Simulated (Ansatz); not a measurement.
TiB2:
```cif
data_B2Ti
_chemical_formula_sum 'Ti1 B2'
_space_group_name_H-M_alt 'P6/mmm'
_space_group_IT_number 191
_space_group_name_Hall '-P 6 2'
_cell_length_a 2.99352
_cell_length_b 2.99352
_cell_length_c 3.16043
_cell_angle_alpha 90.000
_cell_angle_beta 90.000
_cell_angle_gamma 120.000
loop_
_atom_site_label
_atom_site_type_symbol
_atom_site_symmetry_multiplicity
_atom_site_Wyckoff_symbol
_atom_site_fract_x
_atom_site_fract_y
_atom_site_fract_z
_atom_site_occupancy
Ti1 Ti 1 a 0.00000 0.00000 0.00000 1
B1 B 2 d 0.33333 0.66667 0.50000 1
```

Relaxed with LDA.

Decompose the optical modes at the zone centre into irreducible representations, and say which are infrared and Raman allowed.

Point group 6/mmm: Γ_opt = A2u + B1g + E1u + E2g. Infrared: A2u, E1u. Raman: E2g.

Assign frequencies (DFPT, LDA (plane waves, PAW; program Ansatz)).

E1u 536, A2u 539, B1g 575, E2g 921 cm⁻¹.

Subscripts of B labels follow the axes of the standard setting.

Symmetry was held in the LDA relaxation. The run is not spin-polarised. As this level gives no gap, phonon frequencies hold no LO–TO term and depend on the k-mesh and smearing (Fermi–Dirac, 0.1 eV here).

Potentials: the earlier of the program's two PAW sets. The files were generated under PBE; for other functionals the program regenerates the frozen cores, and for LDA and PBEsol the local potential too.
